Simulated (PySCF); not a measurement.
PySCF single point, B3LYP/6-31G*, density fitting, COSMO implicit chlorobenzene (electrostatics alone), on 1-butanol, C4H10O (SMILES CCCCO), charge 0, multiplicity 1.

```python
from pyscf import gto, scf, dft
mol = gto.M(atom='''
C     -2.458797     0.221218     0.004873
C     -1.113282    -0.493726     0.007285
C      0.047820     0.495167     0.005011
C      1.400442    -0.208263     0.002384
O      2.415347     0.773455     0.005957
H     -2.555042     0.854229     0.883798
H     -3.274584    -0.498004     0.007828
H     -2.555533     0.847206    -0.879137
H     -1.042074    -1.137323    -0.872660
H     -1.042592    -1.132794     0.890646
H     -0.008062     1.137323    -0.875303
H     -0.004277     1.136801     0.885935
H      1.485967    -0.845421    -0.890646
H      1.486069    -0.852229     0.890456
H      3.274584     0.340149     0.010713
''', basis='6-31G*', charge=0, spin=0, verbose=3)
mf = dft.RKS(mol, xc='B3LYP')
mf = mf.density_fit()
mf = mf.PCM()
mf.with_solvent.method = 'COSMO'
mf.with_solvent.eps = 5.69
mf.max_cycle = 100
e = mf.kernel()
print('converged', mf.converged)
print('E_total', e)
print('nao', mol.nao)
print('HOMO', mf.mo_energy[mf.mo_occ > 0].max())
mf.dip_moment()
```

The program's output:

```

WARN: PCM is an experimental feature. It is still in testing.
Features and APIs may be changed in the future.

converged SCF energy = -233.661413610335
converged True
E_total -233.66141361033505
nao 90
HOMO -0.26011345206157443
Dipole moment(X, Y, Z, Debye):  0.37164, -1.73901,  0.00657
```

The total energy is -6358.25 eV, -0.14 eV from the same level's vacuum run.
